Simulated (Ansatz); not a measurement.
In$_{3}$SbTe$_{2}$:
```cif
data_In6Sb2Te4
_chemical_formula_sum 'In6 Sb2 Te4'
_space_group_name_H-M_alt 'Immm'
_space_group_IT_number 71
_space_group_name_Hall '-I 2 2'
_cell_length_a 4.36545
_cell_length_b 6.15767
_cell_length_c 13.10977
_cell_angle_alpha 90.000
_cell_angle_beta 90.000
_cell_angle_gamma 90.000
loop_
_atom_site_label
_atom_site_type_symbol
_atom_site_symmetry_multiplicity
_atom_site_Wyckoff_symbol
_atom_site_fract_x
_atom_site_fract_y
_atom_site_fract_z
_atom_site_occupancy
In1 In 2 a 0.00000 0.00000 0.00000 1
In2 In 4 i 0.00000 0.00000 0.34123 1
Sb1 Sb 2 d 0.00000 0.50000 0.00000 1
Te1 Te 4 j 0.50000 0.00000 0.17189 1
```
(The calculation used a cell of 6 atoms; values per cell refer to that cell.)

Relaxed at zero pressure with plane-wave PAW r²SCAN (Ansatz code).

Problem. The volume is raised by 6 % and shape and atoms relax at that volume. What pressure results, and how do the axes share the change?

Solution. -2.5 GPa; a 2.0 %, b 1.9 %, c 2.0 %; the energy rises by 15 meV/atom.

Problem. Give the new structure.

Solution. 
Space group Immm (No. 71); a = 4.4506 Å, b = 6.2767 Å, c = 13.3719 Å, α = β = γ = 90.00°

```tsv
atom	site	symmetry	x	y	z
In	2a	mmm	0.0000	0.0000	0.0000
In	4i	mm2	0.0000	0.0000	0.3416
Sb	2d	mmm	0.0000	0.5000	0.0000
Te	4j	mm2	0.5000	0.0000	0.1727
```

The phase is kept; no other phase was compared at this pressure.

The first step of the workflow began from a Materials Project structure, measured or hypothetical; the Crystallography Open Database copy checked does not list it. Its standing as an ambient phase is unchecked. The r²SCAN relaxation kept the symmetry of its start; whether a distortion lowers the energy is not shown. Spin–orbit coupling is left out wherever it is not named.

Potentials: the later of the program's two PAW sets.
